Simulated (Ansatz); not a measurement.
MoS$_{2}$ (2H-MoS2 type, space group P6_3/mmc)

```
CELL_PARAMETERS angstrom
      3.10893     0.00000     0.00000
     -1.55447     2.69241     0.00000
      0.00000     0.00000    11.70793
ATOMIC_POSITIONS crystal
  Mo 0.33333 0.66667 0.25000
  Mo 0.66667 0.33333 0.75000
  S  0.33333 0.66667 0.61648
  S  0.66667 0.33333 0.11648
  S  0.66667 0.33333 0.38352
  S  0.33333 0.66667 0.88352
```

In each cell atom 3 (S, nearest neighbour Mo at 2.380 Å; its periodic images, 3.1 Å or more away, move with it) moves by s·(0.577, 0.577, 0.577) (along Cartesian [111]), the rest being held.

The numbers are results of PBEsol-D3(BJ) (plane waves to 420 eV, PAW, scalar-relativistic; Ansatz, a first-principles code), not measurements. k mesh 10×10×3 (Γ-centred), Fermi-Dirac smearing 0.05 eV. The energy includes the smearing's −TS. MoS2 is run without spin polarisation. MoS2 was relaxed with its symmetry unable to fall. ΔE is measured from the undisplaced structure.

| s (Å) | ΔE (meV/cell) |
|---|---|
| -0.240 | 307 |
| -0.192 | 205 |
| -0.144 | 120 |
| -0.096 | 56 |
| -0.048 | 14 |
| 0.000 | 0 |
| 0.048 | 16 |
| 0.096 | 65 |
| 0.144 | withheld |
| 0.192 | 278 |
| 0.240 | 449 |

Problem. Fit a polynomial form (powers 2, 3, 4) to the given rows and predict ΔE at s = 0.144.

Solution. Least squares on the 10 given rows: ΔE = (6531)·s² + (5142)·s³ + (546.9)·s⁴, in meV/cell with s in Å; root-mean-square residual 0.3 meV/cell. At 0.144 the fit gives 151 meV/cell; the calculation gives 151 meV/cell, the same to the digits shown. The quadratic term alone would give 135 meV/cell.

(A displaced cell: forces are minus the slopes of the energy, force constants its curvatures, and phonons follow from these.)
